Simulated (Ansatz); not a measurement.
Ansatz (a quantum-chemistry and plane-wave program) input:

Ansatz 0.2 input:
```yaml
crystal:
  lattice:
    - [0.0, 2.8109769532, 2.8109769532]
    - [2.8109769532, 0.0, 2.8109769532]
    - [2.8109769532, 2.8109769532, 0.0]
  atoms:
    - { symbol: Ta, position: [0.0, 0.0, 0.0] }
    - { symbol: Te, position: [0.5, 0.5, 0.5] }
kpoints:
  mp_grid: { grid: [13, 13, 13] }
hamiltonian:
  xc: pbesol
  pseudopotentials: { kind: paw }
scf:
  occupations: { method: fermi_dirac, width: 0.1 }
phonons:
  method: dfpt
  response_accuracy: low
  eigenvectors: true
  rigid_motions: translations
```

Output (shortened):

```
Pseudopotential: Ta, paw, valence charge 13
Pseudopotential: Te, paw, valence charge 16
Functional definition: PBEsol
Crystal: 2 atoms, lattice volume = 44.422 Å³
Basis set: ecut = 420 eV, 893 PW (Γ), exchange–correlation on 54×54×54 points (8 copies of the dense FFT grid, shifted against one another)
Bands: 19, of which v1, the nominal top of the filled ones, is band 15 counted from 1 (14 counted from 0)
Symmetry: 48 space group operations
k-points: 196 of 2197 (irreducible under 8 space group operations, time reversal used)
SCF iter   1: F=—  HF=-16706.546776 eV  |F-HF|=—  |Δ(HF+E_count)|=         —  Δρ=2.50e-3  dr2=1.29e-3  ethr=1.77e-3  ⟨swp⟩=5.6  Hψ=18558  notcnv=0
preconditioner: auto → Kerker (q_TF=auto, 2.541 Å⁻¹)
SCF iter   2: F=—  HF=-16706.546189 eV  |F-HF|=—  |Δ(HF+E_count)|=   5.86e-4  Δρ=1.50e-3  dr2=4.45e-4  ethr=4.43e-6  ⟨swp⟩=2.5  Hψ=7718  notcnv=0
SCF iter   3: F=—  HF=-16706.546280 eV  |F-HF|=—  |Δ(HF+E_count)|=   9.05e-5  Δρ=2.34e-4  dr2=2.26e-5  ethr=1.53e-6  ⟨swp⟩=2.0  Hψ=6092  notcnv=0
SCF iter   4: F=—  HF=-16706.546273 eV  |F-HF|=—  |Δ(HF+E_count)|=   7.00e-6  Δρ=1.13e-4  dr2=4.12e-6  ethr=7.78e-8  ⟨swp⟩=2.0  Hψ=6447  notcnv=0
SCF iter   5: F=—  HF=-16706.546270 eV  |F-HF|=—  |Δ(HF+E_count)|=   3.30e-6  Δρ=3.20e-5  dr2=3.71e-7  ethr=1.42e-8  ⟨swp⟩=2.1  Hψ=6123  notcnv=0
SCF iter   6: F=—  HF=-16706.546270 eV  |F-HF|=—  |Δ(HF+E_count)|=   7.71e-7  Δρ=9.31e-6  dr2=4.15e-8  ethr=1.28e-9  ⟨swp⟩=1.4  Hψ=4131  notcnv=0
SCF iter   7: F=—  HF=-16706.546270 eV  |F-HF|=—  |Δ(HF+E_count)|=   7.94e-9  Δρ=1.24e-6  dr2=7.55e-10  ethr=1.43e-10  ⟨swp⟩=2.0  Hψ=6476  notcnv=0
SCF iter   8: F=—  HF=-16706.546270 eV  |F-HF|=—  |Δ(HF+E_count)|=  2.55e-11  Δρ=1.71e-7  dr2=1.12e-11  ethr=2.60e-12  ⟨swp⟩=2.1  Hψ=4801  notcnv=0
SCF iter   9: F=-16706.546270 eV  HF=-16706.546270 eV  |F-HF|=3.64e-12  |Δ(HF+E_count)|=  3.64e-12  Δρ=1.61e-8  dr2=8.78e-14  ethr=1.00e-12  ⟨swp⟩=6.3  Hψ=16069  notcnv=0
SCF 1 converged in 9 iterations: F = -16706.546270 eV  dr2 = 8.78e-14
DFPT response loops at Γ: preconditioner auto → Kerker (q_TF=auto, 2.541 Å⁻¹) (partly filled bands, converged f_vac=0.000) …
SCF converged after 9 iterations
Free energy (F): -16706.546270 eV
Harris-Foulkes:  -16706.546270 eV  (|F-HF|=3.64e-12)
Internal energy: -16706.447438 eV  (E = F + TS)
E sigma→0 (E₀):  -16706.496854 eV
Entropy (-TS):   -0.098832 eV (-49.416 meV/atom)
Fermi energy:    16.089016 eV
--- Per-component energies (eV) ---
  E_band       = -323.598941
  E_kinetic    = 550.484549
  E_local      = -1606.750698  (includes V_loc(G=0)·N_el)
  E_nonlocal   = -289.381623
  E_hartree    = 914.087561
  E_xc         = -340.734936
  E_vxc        = -308.672481  (∫ρ·V_xc dr)
  E_paw        = -12858.724708  (= ΣΔE_a)
  E_vpaw       = -497.453751  (= ΣTr[D̂ρ^β])
  E_aug_tail   = -0.000053  (compensation charges beyond the density's cutoff)
  E_ewald      = -3076.015992
  E_core_change = 0.588462  (= ΣΔE_core)
  E_smearing   = -0.098832  (= −TS)
  E_closure    =  0.000000  (closes the sum)
  Σ components = -16706.546270   (vs F -16706.546270, Δ=0.00e0)
  [band-id]    e_kinetic+e_local+e_nonlocal+2·e_hartree+e_vxc+e_vpaw+e_augmentation_tail = -323.598935   (vs E_band -323.598941, Δ=5.81e-6)
--- Band table (eV; the first three rows and the last of 196) ---
  k-point 0: bands = ["-52.6675", "-22.0073", "-22.0073", "-21.9703", "-21.9703", "-21.9703", "-19.1960", "-19.1960", "-19.1960", "1.5145", "14.3442", "14.3442", "14.3442", "14.5345", "14.5345", "14.5345", "15.0534", "15.0534", "18.3773"]
  k-point 1: bands = ["-52.6674", "-22.0086", "-22.0086", "-21.9703", "-21.9701", "-21.9701", "-19.1995", "-19.1945", "-19.1945", "1.5932", "13.3880", "13.6384", "13.6384", "14.6788", "14.6788", "15.0138", "15.8049", "15.8049", "18.8970"]
  k-point 2: bands = ["-52.6672", "-22.0120", "-22.0120", "-21.9703", "-21.9695", "-21.9695", "-19.2093", "-19.1903", "-19.1903", "1.8232", "12.1088", "12.8396", "12.8396", "14.9031", "14.9031", "15.2515", "16.9357", "16.9357", "20.0291"]
  k-point 195: bands = ["-52.6657", "-22.0201", "-22.0067", "-21.9689", "-21.9678", "-21.9635", "-19.2347", "-19.2308", "-19.1972", "3.3903", "10.0530", "10.6030", "10.7227", "15.7813", "15.7923", "16.3946", "17.2635", "17.9061", "22.0624"]
--- Phonons (Γ-DFPT): 2 representative perturbations + reference, on 196 of 2197 k-points (Σ response iterations 4) ---
  ASR residual: 5.349e-4 → 0.000e0 eV/Å²; symmetrization residual: 2.193e-4 eV/Å²
  ASR residual per site (eV/Å²): 5.35e-4 1.65e-4
  Γ frequencies (cm⁻¹): 0.00 0.00 0.00 117.37 117.37 117.37
  non-analytic LO–TO correction: not included (Born effective charges unavailable; polar crystals: no LO–TO splitting at Γ)
```

Cost: around 50 core-seconds (rough) on shared cores.

Space group Fm-3m (rock salt). The start of the workflow was typed in or built on a structure type; neither database checked (COD, Materials Project) lists it. Its standing as an ambient phase is unchecked. The PBEsol relaxation kept the symmetry of its start. At this level the phase is mechanically unstable. No spin polarisation was allowed. Its formation energy is positive at this level, so the cell may be metastable or incomplete. With an odd number of electrons in the cell and no spin polarisation, the count alone makes it a metal. As this level gives no gap, phonon frequencies hold no LO–TO term and depend on the k-mesh and smearing (Fermi–Dirac, 0.1 eV here). Scalar-relativistic: spin–orbit coupling is off unless named, which matters more the heavier the elements.

Potentials: the later of the program's two PAW sets.

Ansatz is a plane-wave DFT program.
